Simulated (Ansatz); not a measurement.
Relaxed Ba₃PbO (anti-perovskite):

```yaml
crystal:
  lattice:
    - [10.69056, 0.00000, 0.00000]
    - [5.34528, 5.34528, 0.00000]
    - [0.00000, 0.00000, 5.34528]
  atoms:
    - { symbol: Ba, position: [0.25000, 0.00000, 0.50000] }
    - { symbol: Ba, position: [0.75000, 0.00000, 0.50000] }
    - { symbol: Ba, position: [0.75000, 0.50000, 0.50000] }
    - { symbol: Ba, position: [0.25000, 0.50000, 0.50000] }
    - { symbol: Ba, position: [0.00000, 0.50000, 0.00000] }
    - { symbol: Ba, position: [0.50000, 0.50000, 0.00000] }
    - { symbol: Pb, position: [0.00000, 0.00000, 0.00000] }
    - { symbol: Pb, position: [0.50000, 0.00000, 0.00000] }
    - { symbol: O, position: [0.00000, 0.50000, 0.50000] }
    - { symbol: O, position: [0.50000, 0.50000, 0.50000] }
```

The atoms are displaced by Q × the pattern below (from a DFPT mode at M = (0.5, 0.5, 0.0), largest move 1; Q in Å), at fixed cell. (q is in reciprocal vectors of the primitive cell; the cell shown is doubled to hold the pattern.)

```json
[
 {"atom": "Ba5", "x": "0.000", "y": "0.000", "z": "-0.055"},
 {"atom": "Ba6", "x": "0.000", "y": "0.000", "z": "0.055"},
 {"atom": "O9", "x": "0.000", "y": "0.000", "z": "1.000"},
 {"atom": "O10", "x": "0.000", "y": "0.000", "z": "-1.000"}
]
```

Atoms not listed stay in place.

Level of theory: LDA (plane waves to 420 eV, PAW, scalar-relativistic; Ansatz, a program for electronic structure). k mesh 9×9×9 (Γ-centred), Fermi-Dirac smearing 0.05 eV. With partly filled bands, energies and forces of such displacements shift with the k mesh and the smearing. At this level the bands of Ba3PbO touch or barely overlap. Ba3PbO was relaxed with its symmetry unable to fall. Spin-orbit coupling is left out, though Pb is heavy. 

```csv
Q (Å),−dE/dQ from forces (eV/Å)
-0.180,0.922
-0.150,0.730
-0.120,0.559
-0.090,0.404
-0.060,0.263
-0.030,0.129
0.000,0.000
0.030,-0.129
0.060,-0.263
0.090,-0.404
0.120,-0.559
0.150,-0.730
0.180,-0.922
```

Question: What harmonic wavenumber does the curvature at Q = 0 give?

Answer: 188 cm⁻¹. E″ = 4.28 eV/Å², M = Σ mᵢ|uᵢ|² = 32.8 u, ν̃ = 521.5·√(|E″|/M).

(A displaced cell: forces are minus the slopes of the energy, force constants its curvatures, and phonons follow from these.)
